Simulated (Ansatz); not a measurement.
As (A7 (α-As type), R-3m) under volume change, LDA (plane waves, PAW; program Ansatz), shape and atoms relaxed at each volume.

```csv
V (Å³/atom),E − E(relaxed) (meV/atom),P (GPa)
18.545,36.4,7.01
19.156,15.2,4.26
19.768,3.5,1.92
20.379,0.0,-0.01
20.990,3.0,-1.52
21.602,[?],[?]
22.213,[?],[?]
```

Q: Complete the blanks.

A: 
- 21.602, E − E(relaxed) (meV/atom): 11.2
- 21.602, P (GPa): -2.69
- 22.213, E − E(relaxed) (meV/atom): 23.2
- 22.213, P (GPa): -3.58

Q: What does a third-order Birch–Murnaghan fit give for V₀, B₀ and B′?

A: V₀ = 20.39 Å³/atom, B₀ = 55.4 GPa, B′ = 6.3.

The cell was relaxed with LDA under the symmetry of its start.

Potentials: the later of the program's two PAW sets.
